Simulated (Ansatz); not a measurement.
## Ni2H under pressure

Theory: DFT LDA, scalar-relativistic, plane waves, PAW in Ansatz. Settings: 420 eV plane-wave cutoff, Γ-centred 18×18×10 mesh, Fermi-Dirac smearing of 0.15 eV. No spin polarisation. Phonons by linear response, acoustic sum rule imposed.

Relaxed structure:
```xyz
3
Lattice="2.4909 0.0000 0.0000 -1.2454 2.1572 0.0000 0.0000 0.0000 4.1177" Properties=species:S:1:pos:R:3 pbc="T T T"
Ni    0.0000    1.4381    1.0688
Ni    1.2454    0.7191    3.0489
H     0.0000    0.0000    0.0000
```

In a metal, frequencies and elastic constants depend on the k mesh and the smearing, soft modes and shear constants most. Spin polarisation was left out, and a magnetic state may lie lower.

The cell is relaxed again at 2 and 6 GPa. How do volume, gap and optical modes at Γ (cm⁻¹, counted from the lowest optical one; a degenerate one stands once) change?

Answers

```tsv
	0 GPa	2 GPa	6 GPa
V/V0	1.000	0.992	0.977
gap (eV)	0.00	0.00	0.00
mode 1	142	144	148
mode 3	306	311	322
mode 4	785	799	826
mode 6	806	822	853
```